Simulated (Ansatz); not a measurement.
Starting cell, WSi$_{2}$ (MoSi2 type, space group I4/mmm):

```
WSi2
1.0
   -1.60576     1.60576     3.90206
    1.60576    -1.60576     3.90206
    1.60576     1.60576    -3.90206
W Si
1 2
Direct
  0.00000   0.00000   0.00000
  0.33486   0.33486   0.00000
  0.66514   0.66514   0.00000
```

In this cell atom 1 (W, nearest neighbour Si at 2.611 Å; its periodic images, 3.2 Å or more away, move with it) is moved by s along Cartesian [110], unit vector (0.707, 0.707, 0.000); all other atoms and the cell stay fixed.

These are r2SCAN (plane waves to 500 eV, PAW, scalar-relativistic; Ansatz, a quantum-chemistry and plane-wave program) values and carry that method's errors. k mesh 16×16×16 (Γ-centred), Fermi-Dirac smearing 0.05 eV. E stands for the smeared free energy. Left out: 2 of 11 points, with atoms too close for the PAW data. With partly filled bands, energies and forces of such displacements shift with the k mesh and the smearing. Spin-orbit coupling is left out, though W is heavy. WSi2 is run without spin polarisation. WSi2 was relaxed with its symmetry unable to fall. ΔE is measured from the undisplaced structure.

Successive frames, forces in eV/Å:

```csv
frame,ΔE (eV/cell),F on W1,F on Si2,F on Si3
s = -0.156 Å,0.140,"(1.310, 1.310, 0.000)","(-0.655, -0.655, -0.168)","(-0.655, -0.655, 0.168)"
s = 0.000 Å,0.000,"(0.000, 0.000, 0.000)","(0.000, 0.000, -0.005)","(0.000, 0.000, 0.005)"
s = 0.156 Å,0.140,"(-1.310, -1.310, 0.000)","(0.655, 0.655, -0.168)","(0.655, 0.655, 0.168)"
s = 0.312 Å,0.613,"(-3.091, -3.091, 0.000)","(1.546, 1.546, -0.714)","(1.546, 1.546, 0.714)"
```

What are the energy and the forces in the next frame, s = 0.468 Å?

ΔE (eV/cell) = 1.568.

```csv
atom,Fx,Fy,Fz
W1,-5.738,-5.738,0.000
Si2,2.869,2.869,-1.833
Si3,2.869,2.869,1.833
```

(A displaced cell: forces are minus the slopes of the energy, force constants its curvatures, and phonons follow from these.)
